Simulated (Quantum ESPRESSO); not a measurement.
pw.x input (Quantum ESPRESSO 7.5; LDA, PseudoDojo standard norm-conserving files, scalar-relativistic):

```
&CONTROL
  calculation = 'scf'
  pseudo_dir = './pseudo'
  outdir = './out'
  tprnfor = .true.
  tstress = .true.
/
&SYSTEM
  ibrav = 0
  nat = 10
  ntyp = 4
  ecutwfc = 84.0
  ecutrho = 336.0
  occupations = 'smearing'
  smearing = 'fd'
  degauss = 0.002
  nbnd = 38
/
&ELECTRONS
  conv_thr = 1e-09
/
ATOMIC_SPECIES
H 1.0080 H.upf
O 15.9990 O.upf
K 39.0983 K.upf
Br 79.9040 Br.upf
CELL_PARAMETERS angstrom
  6.831970000000   0.000000000000   0.000000000000
  0.000000000000   4.317050000000   0.000000000000
 -2.676166000000   0.000000000000   8.166015000000
ATOMIC_POSITIONS crystal
H   0.163820000000   0.250000000000   0.788670000000
H   0.836180000000   0.750000000000   0.211330000000
O   0.314190000000   0.250000000000   0.827190000000
O   0.685810000000   0.750000000000   0.172810000000
K   0.290890000000   0.750000000000   0.035450000000
K   0.709110000000   0.250000000000   0.964550000000
K   0.705770000000   0.250000000000   0.383770000000
K   0.294230000000   0.750000000000   0.616230000000
Br   0.180580000000   0.250000000000   0.300090000000
Br   0.819420000000   0.750000000000   0.699910000000
K_POINTS automatic
4 6 4 0 0 0
```

End of the output:

```

[...]
     the Fermi energy is     2.1633 ev
!    total energy              =    -371.60696049 Ry
     estimated scf accuracy    <          1.5E-10 Ry
     smearing contrib. (-TS)   =      -0.00000000 Ry
     internal energy E=F+TS    =    -371.60696049 Ry
     The total energy is F=E-TS. E is the sum of the following terms:
     one-electron contribution =    -152.12476094 Ry
     hartree contribution      =      97.06822352 Ry
     xc contribution           =     -88.41178569 Ry
     ewald contribution        =    -228.13863739 Ry
     convergence has been achieved in  13 iterations
     Forces acting on atoms (cartesian axes, Ry/au):
     atom    1 type  1   force =     0.00349802    0.00000000    0.00145671
     atom    2 type  1   force =    -0.00349802    0.00000000   -0.00145671
     atom    3 type  2   force =     0.00035152    0.00000000    0.00014610
     atom    4 type  2   force =    -0.00035152    0.00000000   -0.00014610
     atom    5 type  3   force =     0.00902710    0.00000000   -0.00064111
     atom    6 type  3   force =    -0.00902710    0.00000000    0.00064111
     atom    7 type  3   force =     0.00062242   -0.00000000   -0.00483824
     atom    8 type  3   force =    -0.00062242   -0.00000000    0.00483824
     atom    9 type  4   force =    -0.00104198    0.00000000   -0.00023819
     atom   10 type  4   force =     0.00104198    0.00000000    0.00023819
     Total force =     0.015578     Total SCF correction =     0.000041
     Computing stress (Cartesian axis) and pressure
          total   stress  (Ry/bohr**3)                   (kbar)     P=      -28.67
  -0.00018555   0.00000000  -0.00000449          -27.30        0.00       -0.66
   0.00000000  -0.00021062   0.00000000            0.00      -30.98        0.00
  -0.00000449   0.00000000  -0.00018844           -0.66        0.00      -27.72
```
In a gapped system the printed Fermi energy is only some level inside the gap.

Spin-orbit coupling is not included.

Geometry of the Materials Project entry, not relaxed at this level.
